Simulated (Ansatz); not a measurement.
Method: DFT PBE, scalar-relativistic, plane waves, PAW (Ansatz). Settings: cutoff 420 eV, Γ-centred meshes spaced at most about 0.3 Å⁻¹, and about 0.25 Å⁻¹ or finer for metals (2π included), Gaussian smearing. No spin polarisation in the final relaxations.

Temperature and zero-point effects are left out.

Compare these two cells of Be3Cd2S, each relaxed at this level.

A.

```xyz
6
Lattice="4.6832 0.0000 0.0000 -2.3416 4.0558 0.0000 0.0000 0.0000 7.7557" Properties=species:S:1:pos:R:3 pbc="T T T"
Be    0.0000    0.0000    5.8952
Be    0.0000    0.0000    1.8606
Be    0.0000    0.0000    3.8779
Cd    0.0000    2.7038    3.8779
Cd    2.3416    1.3519    3.8779
S     0.0000    0.0000    0.0000
```

B.

```xyz
6
Lattice="2.6913 1.5538 3.4716 -2.6913 1.5538 3.4716 0.0000 -3.1076 3.4716" Properties=species:S:1:pos:R:3 pbc="T T T"
Be   -1.3456    0.7769    1.7358
Be    1.3456    0.7769    1.7358
Be    0.0000   -1.5538    1.7358
Cd    0.0000    0.0000    6.5741
Cd    0.0000    0.0000    3.8406
S     0.0000    0.0000    0.0000
```

Problem. Which form is favoured at zero pressure, and by what margin per atom?

Solution. They are level within the accuracy (3 meV/atom apart, with A the lower in these runs). A has space group P6/mmm (No. 191), 24.6 Å³/atom and no gap on its mesh; B has space group R-3m (No. 166), 14.5 Å³/atom and no gap. Counting Be or Cd atoms around S (for each partner element, those within 1.25 times its shortest distance or 1.15 times the sum of covalent radii, where it is the nearest in units of that sum or under 1.3; a plus sign parts groups by distance over the sum of covalent radii), A has S 2 and B has S 12+2. Even the lower one lies +0.35 eV/atom against the reference forms of the elements (uncorrected), so neither is stable at this level. Both come from invented guesses. A third cell relaxed alike, in P-6m2, lies 167 meV/atom below the lower of the two.

For metals, differences of a few meV/atom aren't resolved. Cells relaxed within their symmetry can be saddle points.
